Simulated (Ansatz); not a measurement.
**PbF2: two-dimensional strain map**

Level of theory: Ansatz, DFT r2SCAN, scalar-relativistic, plane waves, PAW. The runs took a 500 eV cutoff, a Γ-centred 8×8×8 mesh and Gaussian smearing (0.05 eV). Spin–orbit coupling is left out, which matters for the heavy elements here. No spin polarisation. Energies are free energies at this smearing, counted from the undisturbed cell; pressure is positive in compression.

Reference structure (as given, not relaxed at this level; it stands at -0.7 GPa, and it needn't be the usual structure):

```
Pb F
1.0
     0.00000    2.96985    2.96985
     2.96985    0.00000    2.96985
     2.96985    2.96985    0.00000
Pb F
1 2
Direct
  0.00000 0.00000 0.00000
  0.25000 0.25000 0.25000
  0.75000 0.75000 0.75000
```

The cell is strained by p along both x and y and by q along z, fractional coordinates fixed. Points are written (p, q).

Energy above the undisturbed cell in meV/atom (a dash: not computed):

| p \ q | -0.080 | 0.000 | 0.080 |
| --- | --- | --- | --- |
| -0.080 | 301.7 | 127.6 | 73.1 |
| 0.000 | 35.8 | 0.0 | 41.8 |
| 0.080 | 81.3 | 109.5 | – |

Pressure in GPa:

| p \ q | -0.080 | 0.000 | 0.080 |
| --- | --- | --- | --- |
| -0.080 | 32.9 | 17.2 | 6.3 |
| 0.000 | 6.5 | -0.7 | -5.6 |
| 0.080 | -5.6 | -8.6 | – |

Gap on the k-mesh in eV:

```csv
p \ q,-0.080,0.000,0.080
-0.080,4.57,4.36,4.07
0.000,4.42,4.93,4.70
0.080,4.31,4.66,–
```